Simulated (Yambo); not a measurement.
A free-standing WS$_{2}$ monolayer (symmetry P-6m2, slab cell 16.1 Å high), G0W0@PBEsol in Yambo with this input:

```
rim_cut
gw0
dyson
el_el_corr
HF_and_locXC
ppa
em1d
rim_w
RandQpts= 1000000
RandGvec= 2 Ry
CUTGeo= "slab z"
EXXRLvcs= 74 Ry
VXCRLvcs= 296 Ry
Chimod= "HARTREE"
% BndsRnXp
 2 | 131 |
%
NGsBlkXp= 8 Ry
% LongDrXp
 1.0 | 1.0 | 0.0 |
%
RandGvecW= 1000 mRy
PPAPntXp= 27.2114 eV
% GbndRnge
 1 | 131 |
%
GTermKind= "BG"
DysSolver= "n"
ExtendOut
```

On a 6×6×1 mesh, with wavefunctions cut at 74 Ry, the gap (K → K) is 2.872 eV and the valence edge shifts by -0.157 eV.

What happens with this change: no terminator?

The gap rises by 0.054 eV, to 2.926 eV; the shift of the valence edge becomes 0.073 eV. Neither run is shown to be the converged limit.

Spin-orbit coupling is not included.

Geometry relaxed with PBEsol; primitive cell a = b = 3.1456 Å, c = 16.1000 Å, α = β = 90.00°, γ = 120.00°.

A shift is the quasiparticle energy of the state minus its PBEsol energy.
